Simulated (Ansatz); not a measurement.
CdS:
```cif
data_Cd2S2
_chemical_formula_sum 'Cd2 S2'
_space_group_name_H-M_alt 'P 1'
_space_group_IT_number 1
_cell_length_a 4.16414
_cell_length_b 4.16414
_cell_length_c 6.76581
_cell_angle_alpha 90.000
_cell_angle_beta 90.000
_cell_angle_gamma 120.000
loop_
_space_group_symop_operation_xyz
  'x, y, z'
loop_
_atom_site_label
_atom_site_type_symbol
_atom_site_fract_x
_atom_site_fract_y
_atom_site_fract_z
_atom_site_occupancy
Cd1 Cd 0.66667 0.33333 0.00108 1
Cd2 Cd 0.33333 0.66667 0.50108 1
S1 S 0.66667 0.33333 0.62412 1
S2 S 0.33333 0.66667 0.12412 1
```

Relaxed with r²SCAN. r²SCAN in the plane-wave PAW code Ansatz gives a gap of 1.63 eV.

### Question
What gap does HSE06 give on the same cell (Ansatz, PAW)?

### Answer
2.19 eV, 0.56 eV more. The hybrid was solved on a coarser mesh and at special points; its gap is the smallest among all of these.

```
k  v1 r²SCAN  c1 r²SCAN    v1 HSE06    c1 HSE06
-  ---------  ---------  ----------  ----------
Γ       0.00       1.63        0.00        2.19
A      -0.38       3.27  (withheld)  (withheld)
K      -1.62       4.97  (withheld)  (withheld)
H      -1.09       4.85  (withheld)  (withheld)
M      -0.74       4.15       -0.78        4.81
L      -1.29       3.88  (withheld)  (withheld)
```

### Question
Top valence (v1) and lowest conduction level (c1) in eV from each method's valence maximum (which need not be a listed point): supply the withheld HSE06 values.

### Answer

- H, v1 HSE06: -1.14
- H, c1 HSE06: 5.52
- A, v1 HSE06: -0.40
- A, c1 HSE06: 3.88
- L, v1 HSE06: -1.36
- L, c1 HSE06: 4.51
- K, v1 HSE06: -1.71
- K, c1 HSE06: 5.63

Cost on shared cores: the r²SCAN run (SCF on a 8×8×4 mesh, then bands and DOS) about 80 core-seconds (a rough figure), the HSE06 run (SCF on 6×6×3, then a few points) roughly 3 core-minutes; the tasks are unlike.

Space group P6_3mc (wurtzite). Symmetry was held in the r²SCAN relaxation; phonons on a q-mesh show no instability. Scalar-relativistic: spin–orbit coupling is off unless named, which matters more the heavier the elements.

Potentials: the later of the program's two PAW sets.
